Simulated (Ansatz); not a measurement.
A relaxed structure of KTaO3 is spoiled in several ways and relaxed again each time (noise and exchanges are one random draw each; squeezed and stretched starts keep its symmetry, which their runs cannot lower; pressure is positive under compression). Calculation: r2SCAN (plane waves to 500 eV, PAW, scalar-relativistic; Ansatz, a first-principles code).

Space group Pm-3m (No. 221); a = 3.9901 Å, b = 3.9901 Å, c = 3.9901 Å, α = 90.00°, β = 90.00°, γ = 90.00°

```
atom  site  symmetry       x       y       z
----  ----  --------  ------  ------  ------
K       1a      m-3m  0.0000  0.0000  0.0000
Ta      1b      m-3m  0.5000  0.5000  0.5000
O       3c    4/mm.m  0.0000  0.5000  0.5000
```

| change | first pressure (GPa) | largest first force (eV/Å) | released (eV/atom) | moves | outcome | final group | E − E(parent) (eV/atom) |
|---|---|---|---|---|---|---|---|
| stretched uniformly to 115 % of its volume | ? | 0.00 | ? | 4 | ? | ? | ? |
| with every coordinate shifted by Gaussian noise of σ = 0.45 Å | – | – | 1.5 | 10 | returns to the parent | R3m (nearly Pm-3m) | 0.000 |
| with every coordinate shifted by Gaussian noise of σ = 0.1 Å | 1.4 | 1.57 | 0.058 | 12 | returns to the parent | Amm2 (nearly Pm-3m) | 0.000 |

**Question.** Complete the blanks.

**Answer.** 
- stretched uniformly to 115 % of its volume, first pressure (GPa): -21.4
- stretched uniformly to 115 % of its volume, released (eV/atom): 0.14
- stretched uniformly to 115 % of its volume, outcome: returns to the parent
- stretched uniformly to 115 % of its volume, final group: Pm-3m
- stretched uniformly to 115 % of its volume, E − E(parent) (eV/atom): 0.000

First-step values come from each run's starting k-mesh (8×8×8). The runs use different k-meshes, so differences are rounded accordingly. No spin polarisation in the result.
